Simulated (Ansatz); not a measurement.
CsCl-type LuC

The computed numbers are results of PBEsol, scalar-relativistic (no spin polarisation) in the plane-wave PAW code Ansatz at 420 eV, Γ-centred 10×10×10 mesh, 0.05 eV Gaussian smearing; PAW files: Ansatz's generated set soft_2.

```yaml
crystal:
  lattice:
    - [2.97831, 0.00000, 0.00000]
    - [0.00000, 2.97831, 0.00000]
    - [0.00000, 0.00000, 2.97831]
  atoms:
    - { symbol: Lu, position: [0.00000, 0.00000, 0.00000] }
    - { symbol: C, position: [0.50000, 0.50000, 0.50000] }
```

The cell came from substitution into a structure type; whether the compound takes it is for experiment to say.

The cell above was scaled in volume, its shape and atoms being fixed by the lattice's symmetry. Energies are counted from the cell above.

Cell and atoms are those of this level's equilibrium.

```tsv
V (Å³/atom)	ΔE (meV/atom)	P from the stress (GPa)
12.681	10.06	6.36
12.945	2.37	3.03
13.209	0.00	0.00
13.473	2.40	-2.72
13.738	8.99	-5.16
```

Task: Do the energies and the pressures agree? Compare −ΔE/ΔV between neighbouring points (1 meV/Å³ = 0.1602 GPa) with the mean of their pressures.

Result: 
```csv
interval (Å³/atom),−ΔE/ΔV (GPa),mean P (GPa)
12.68 to 12.95,4.7,4.7
12.95 to 13.21,1.4,1.5
13.21 to 13.47,-1.5,-1.4
13.47 to 13.74,-4.0,-3.9
```
They differ by 0.10 GPa at most.

Task: What do the two routes give for V0, B0 and B0′?

Result: A third-order Birch–Murnaghan fit of the energies: V0 = 13.20 Å³/atom, B0 = 144 GPa, B0′ = 4.9. A polynomial of P in ln V, with B = −dP/d ln V at P = 0: V0 = 13.21 Å³/atom, B0 = 143 GPa, B0′ = 4.2. B0′ isn't converged to its last digit.

B0·V0 = 143.9 GPa × 13.20 Å³ = 11.86 eV/atom sets the scale: near the minimum ΔE ≈ ½ B0 V0 x², with x = V/V0 − 1, and a pressure of 1.4 GPa squeezes the volume by about 1 %. At the ends of the curve: x = −4.0 % predicts 9.3 meV/atom and the run gives 10.1; x = +4.0 % predicts 9.7 meV/atom and the run gives 9.0. Compression costs more and expansion less than the parabola says, since the crystal stiffens as it shrinks; B0′ measures that.

Scalar-relativistic only: spin–orbit splittings of the heavy atoms' levels are missing. The cell is a metal with an odd number of electrons, and spin polarisation wasn't tried.
